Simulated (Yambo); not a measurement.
YPO4 (space group I4_1/amd, No. 141): one transition space (4×4×4 mesh, 16 valence and 14 conduction bands, Tamm-Dancoff) with different kernels in Yambo, on PBEsol orbitals; field along x. BSE alone uses the static screening with 93 bands and a 3 Ry block; its scissor and those of RPA and TDDFT come from G0W0, that of the TDHF-type run from bare exchange. Axes are Cartesian, with cell vectors (Å) (-3.44, 3.44, 3.01), (3.44, -3.44, 3.01), (3.44, 3.44, -3.01).

```json
[
 {"kernel": "BSE (screened electron-hole attraction)", "scissor (eV)": "2.32", "direct gap with it (eV)": "8.42", "lowest state (eV)": "7.39 (dark)", "rough cost": "1 (with the screening)"},
 {"kernel": "RPA (no attraction)", "scissor (eV)": "2.32", "direct gap with it (eV)": "8.42", "lowest state (eV)": "8.42 (strong)", "rough cost": "within a factor of two"},
 {"kernel": "TDHF-type (unscreened attraction, exchange-only scissor)", "scissor (eV)": "10.93", "direct gap with it (eV)": "17.03", "lowest state (eV)": "12.57 (dark)", "rough cost": "within a factor of two"}
]
```

Costs are rough.

RPA leaves the lowest state at the direct gap: no bound exciton. These are vertical excitations (zero momentum). Spin singlets only. Strong means a line over 3 % of the spectrum's maximum, dark under 0.03 %. Absolute energies carry the error of the G0W0 scissor, whose convergence isn't established; the long-wavelength screening was taken along (1,1,1) although the crystal is anisotropic. Convergence of the binding with the mesh was not shown.

Geometry of the Materials Project entry, not relaxed at this level; primitive cell a = 5.7277 Å, b = 5.7277 Å, c = 5.7277 Å, α = 106.05°, β = 106.05°, γ = 116.55°.
